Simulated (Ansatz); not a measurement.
Input file for Ansatz (a first-principles code):

Ansatz 0.2 input:
```yaml
crystal:
  lattice:
    - [4.832648158, 0.0, 0.0]
    - [0.0, 4.832648158, 0.0]
    - [0.0, 0.0, 4.832648158]
  atoms:
    - { symbol: Mo, position: [0.25, 0.0, 0.5] }
    - { symbol: Mo, position: [0.5, 0.75, 0.0] }
    - { symbol: Mo, position: [0.75, 0.0, 0.5] }
    - { symbol: Mo, position: [0.5, 0.25, 0.0] }
    - { symbol: Mo, position: [0.0, 0.5, 0.75] }
    - { symbol: Mo, position: [0.0, 0.5, 0.25] }
    - { symbol: Si, position: [0.0, 0.0, 0.0] }
    - { symbol: Si, position: [0.5, 0.5, 0.5] }
kpoints:
  mp_grid: { grid: [18, 18, 18] }
hamiltonian:
  xc: lda
  pseudopotentials: { kind: paw }
scf:
  occupations: { method: fermi_dirac, width: 0.1 }
elastic: { mode: relaxed_ion, stencil: two_point, amplitude: 0.005, f_tol: 0.0005 }
```

Output (shortened):

```
Pseudopotential: Mo, paw, valence charge 14
Pseudopotential: Si, paw, valence charge 4
Functional definition: SPW92
Crystal: 8 atoms, lattice volume = 112.864 Å³
Basis set: ecut = 420 eV, 2205 PW (Γ)
Bands: 56, of which v1, the nominal top of the filled ones, is band 46 counted from 1 (45 counted from 0)
Symmetry: 48 space group operations
Space group: Pm-3n (ITA 223), of the structure as read, at distance tolerance 4.8e-5 Å
k-points: 220 of 5832
the search or the solves at the SCF's close seem to have found levels that the self-consistency loop had missed (the run counts 1) …
SCF 1 converged in 9 iterations: F = -30277.469690 eV  dr2 = 4.06e-14
Crystal: 8 atoms, lattice volume = 112.300 Å³
Basis set: ecut = 420 eV, 2157 PW (Γ)
Symmetry: 16 space group operations
k-points: 550 of 5832
SCF 2 converged in 10 iterations: F = -30277.464241 eV  dr2 = 4.31e-15
relax step   1: F+E_penalty+E_count = -30277.46424139 eV  Δ(F+E_penalty+E_count) = +0.000e0 eV  max|allowed force component| = 2.890e-3 eV/Å  Δτ_max = 0.0000 Å  (10 SCF iters, accepted)
Crystal: 8 atoms, lattice volume = 112.300 Å³
SCF 3 converged in 10 iterations: F = -30277.464242 eV  dr2 = 0.0
relax step   2: F+E_penalty+E_count = -30277.46424187 eV  Δ(F+E_penalty+E_count) = -4.821e-7 eV  max|allowed force component| = 2.784e-4 eV/Å  Δτ_max = 0.0001 Å  (10 SCF iters, accepted)
Crystal: 8 atoms, lattice volume = 112.300 Å³
SCF 4 converged in 6 iterations: F = -30277.464242 eV  dr2 = 0.0
Crystal: 8 atoms, lattice volume = 113.428 Å³
SCF 5 converged in 10 iterations: F = -30277.465980 eV  dr2 = 3.69e-15
relax step   1: F+E_penalty+E_count = -30277.46598044 eV  Δ(F+E_penalty+E_count) = +0.000e0 eV  max|allowed force component| = 3.169e-3 eV/Å  Δτ_max = 0.0000 Å  (10 SCF iters, accepted)
Crystal: 8 atoms, lattice volume = 113.428 Å³
SCF 6 converged in 10 iterations: F = -30277.465981 eV  dr2 = 0.0
relax step   2: F+E_penalty+E_count = -30277.46598104 eV  Δ(F+E_penalty+E_count) = -6.013e-7 eV  max|allowed force component| = 8.843e-5 eV/Å  Δτ_max = 0.0001 Å  (10 SCF iters, accepted)
Crystal: 8 atoms, lattice volume = 113.428 Å³
SCF 7 converged in 6 iterations: F = -30277.465981 eV  dr2 = 0.0
Crystal: 8 atoms, lattice volume = 112.863 Å³
Basis set: ecut = 420 eV, 2193 PW (Γ)
Symmetry: 8 space group operations
k-points: 910 of 5832
SCF 8 converged in 9 iterations: F = -30277.468609 eV  dr2 = 1.58e-14
relax step   1: F+E_penalty+E_count = -30277.46860853 eV  Δ(F+E_penalty+E_count) = +0.000e0 eV  max|allowed force component| = 8.702e-3 eV/Å  Δτ_max = 0.0000 Å  (9 SCF iters, accepted)
Crystal: 8 atoms, lattice volume = 112.863 Å³
SCF 9 converged in 7 iterations: F = -30277.468612 eV  dr2 = 2.77e-15
relax step   2: F+E_penalty+E_count = -30277.46861209 eV  Δ(F+E_penalty+E_count) = -3.563e-6 eV  max|allowed force component| = 6.760e-3 eV/Å  Δτ_max = 0.0009 Å  (7 SCF iters, accepted)
Crystal: 8 atoms, lattice volume = 112.863 Å³
SCF 10 converged in 10 iterations: F = -30277.468618 eV  dr2 = 0.0
relax step   3: F+E_penalty+E_count = -30277.46861752 eV  Δ(F+E_penalty+E_count) = -5.423e-6 eV  max|allowed force component| = 9.584e-6 eV/Å  Δτ_max = 0.0004 Å  (10 SCF iters, accepted)
Crystal: 8 atoms, lattice volume = 112.863 Å³
SCF 11 converged in 6 iterations: F = -30277.468618 eV  dr2 = 0.0
Crystal: 8 atoms, lattice volume = 112.863 Å³
SCF 12 converged in 9 iterations: F = -30277.468609 eV  dr2 = 1.57e-14
relax step   1: F+E_penalty+E_count = -30277.46860853 eV  Δ(F+E_penalty+E_count) = +0.000e0 eV  max|allowed force component| = 8.702e-3 eV/Å  Δτ_max = 0.0000 Å  (9 SCF iters, accepted)
Crystal: 8 atoms, lattice volume = 112.863 Å³
SCF 13 converged in 6 iterations: F = -30277.468618 eV  dr2 = 5.06e-14
relax step   2: F+E_penalty+E_count = -30277.46861752 eV  Δ(F+E_penalty+E_count) = -8.987e-6 eV  max|allowed force component| = 2.307e-6 eV/Å  Δτ_max = 0.0005 Å  (6 SCF iters, accepted)
Crystal: 8 atoms, lattice volume = 112.863 Å³
SCF 14 converged in 6 iterations: F = -30277.468618 eV  dr2 = 0.0
SCF converged after 9 iterations
Free energy (F): -30277.469690 eV
Harris-Foulkes:  -30277.469690 eV  (|F-HF|=7.28e-12)
Internal energy: -30277.350436 eV  (E = F + TS)
E sigma→0 (E₀):  -30277.410063 eV
Entropy (-TS):   -0.119253 eV (-14.907 meV/atom)
Fermi energy:    20.266109 eV
--- Per-component energies (eV) ---
  E_band       = -295.455607
  E_kinetic    = 2758.710838
  E_local      = -5407.560261  (includes V_loc(G=0)·N_el)
  E_nonlocal   = 942.743622
  E_hartree    = 1892.828010
  E_xc         = -1214.950169
  E_vxc        = -1480.553731  (∫ρ·V_xc dr)
  E_paw        = -19511.826450  (= ΣΔE_a)
  E_vpaw       = -894.452315  (= ΣTr[D̂ρ^β])
  E_aug_tail   = 0.000223  (compensation charges beyond the density's cutoff)
  E_ewald      = -9740.301810
  E_core_change = 3.005559  (= ΣΔE_core)
  E_smearing   = -0.119253  (= −TS)
  E_closure    =  0.000000  (closes the sum)
  Σ components = -30277.469690   (vs F -30277.469690, Δ=0.00e0)
--- Forces (eV/Å), atoms counted from 1 ---
  atom   1  Mo     0.00000000     0.00000000     0.00000000
  atom   2  Mo     0.00000000     0.00000000     0.00000000
  atom   3  Mo     0.00000000     0.00000000     0.00000000
  atom   4  Mo     0.00000000     0.00000000     0.00000000
  atom   5  Mo     0.00000000     0.00000000     0.00000000
  atom   6  Mo     0.00000000     0.00000000     0.00000000
  atom   7  Si     0.00000000     0.00000000     0.00000000
  atom   8  Si     0.00000000     0.00000000     0.00000000
  max |Σ_I F_I| component: 1.97e-17 eV/Å
--- Stress (GPa, compression-positive) ---
        0.228155       0.000000       0.000000
        0.000000       0.228155       0.000000
        0.000000       0.000000       0.228155
  P = ⅓ Tr σ = 0.2282 GPa (2.282 kbar)
--- Band table (eV; the first three rows and the last of 220) ---
  k-point 0: bands = ["-40.8823", "-40.7468", "-40.7468", "-40.3733", "-40.3733", "-40.3733", "-16.2979", "-16.2979", "-16.0696", "-15.2051", "-15.2051", "-15.2051", "-14.6445", "-14.6445", "-14.6445", "-14.6086", "-14.6086", "-14.6086", "-14.4662", …
  k-point 1: bands = ["-40.8806", "-40.7476", "-40.7447", "-40.3766", "-40.3733", "-40.3733", "-16.2973", "-16.2870", "-16.0649", "-15.2045", "-15.2045", "-15.1998", "-14.6571", "-14.6571", "-14.6432", "-14.6128", "-14.5949", "-14.5949", "-14.4679", …
  k-point 2: bands = ["-40.8757", "-40.7499", "-40.7385", "-40.3861", "-40.3733", "-40.3733", "-16.2954", "-16.2592", "-16.0462", "-15.2029", "-15.2029", "-15.1842", "-14.6772", "-14.6772", "-14.6392", "-14.6253", "-14.5717", "-14.5717", "-14.4727", …
  k-point 219: bands = ["-40.5870", "-40.5870", "-40.5870", "-40.5870", "-40.5870", "-40.5870", "-15.1021", "-15.1021", "-15.0928", "-15.0928", "-15.0928", "-15.0928", "-15.0928", "-15.0928", "-14.6464", "-14.6464", "-14.6464", "-14.6464", "-14.6464", …
--- Elastic constants: 2 strain directions × 2 members + reference (group order 48) ---
  dense FFT box of the reference and of every strained cell: 36×36×36
  strains applied: 11, 23; error gains: componentwise 1.00 (the most a stress slope's error grows in a printed constant), spectral 1.73 (1 for all six strains …
  C = ∂σ_k/∂η_j (tension-positive GPa; Voigt order 11 22 33 23 13 12):
       519.987    158.950    158.950      0.000      0.000      0.000
       158.950    519.987    158.950      0.000      0.000      0.000
       158.950    158.950    519.987      0.000      0.000      0.000
         0.000      0.000      0.000    121.717      0.000      0.000
         0.000      0.000      0.000      0.000    121.717      0.000
         0.000      0.000      0.000      0.000      0.000    121.717
  reference stress σ⁰ (GPa):     -0.228     -0.228     -0.228      0.000      0.000      0.000
  moduli (Voigt/Reuss/Hill, GPa): K = 279.30/279.30/279.30   G = 145.24/139.95/142.59   E = 365.57   ν = 0.282
  mechanically stable: yes (min eigenvalue of sym C = 121.72 GPa)
  strain η (Voigt 11):  stress-route row diagonal C_11 = 519.99 GPa, energy-path curvature d²(F+E_count+ΔE)/dδ²/Ω₀ = 519.95 GPa
         δ    σ_11 (GPa)             F (eV)   n_scf  n_hpsi   n_pw
    -5.000e-3      -2.8848      -30277.4642419       6  344400   2256   relax 2 steps, max|allowed force component| 2.78e-4 eV/Å
     5.000e-3       2.3151      -30277.4659810       6  344757   2272   relax 2 steps, max|allowed force component| 8.84e-5 eV/Å
  strain η (Voigt 23):  stress-route row diagonal C_44 = 121.72 GPa, energy-path curvature d²(F+E_count+ΔE)/dδ²/Ω₀ = 121.86 GPa
         δ    σ_23 (GPa)             F (eV)   n_scf  n_hpsi   n_pw
    -5.000e-3      -0.6086      -30277.4686175       6  570109   2272   relax 3 steps, max|allowed force component| 9.58e-6 eV/Å
     5.000e-3       0.6086      -30277.4686175       6  569521   2272   relax 2 steps, max|allowed force component| 2.31e-6 eV/Å
```

Cost: roughly 60 core-minutes on shared cores.

The LDA relaxation kept the symmetry of its start. The run is not spin-polarised. As this level gives no gap, shear constants depend on the k-mesh and smearing (Fermi–Dirac, 0.1 eV here). Scalar-relativistic: spin–orbit coupling is off unless named, which matters more the heavier the elements.

Potentials: the later of the program's two PAW sets.

Ansatz is a plane-wave DFT program.
